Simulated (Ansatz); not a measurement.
With DFT-r²SCAN in the program Ansatz with PAW potentials, Sn5Se8 in the trigonal phase (P-3m1; Pearson symbol hP13) relaxes to a = 7.829 Å, c = 7.141 Å. Sn on 1a has 6 nearest neighbours from 2.77 Å (octahedral); Se on 2d has 3 nearest neighbours from 2.75 Å (trigonal pyramidal); Sn on 3e has 6 nearest neighbours from 2.75 Å (octahedral). Its formation energy from the elements is -0.37 eV/atom, with no fitted shifts.

Electronic character: metallic (no gap).

An equation-of-state fit gives a bulk modulus of 24.6 GPa. Bader charges are Sn +1.00 to +1.25, Se -0.76 to -0.68 e.

The start of the workflow was typed in or built on a structure type; neither database checked (COD, Materials Project) lists it. Its standing as an ambient phase is unchecked. The r²SCAN relaxation kept the symmetry of its start; whether a distortion lowers the energy is not shown. The references are the lowest solids computed at this level, not always the standard phases. Scalar-relativistic: spin–orbit coupling is off unless named, which matters more the heavier the elements.

Potentials: the earlier of the program's two PAW sets. The files were generated under PBE; for other functionals the program regenerates the frozen cores, and for LDA and PBEsol the local potential too.
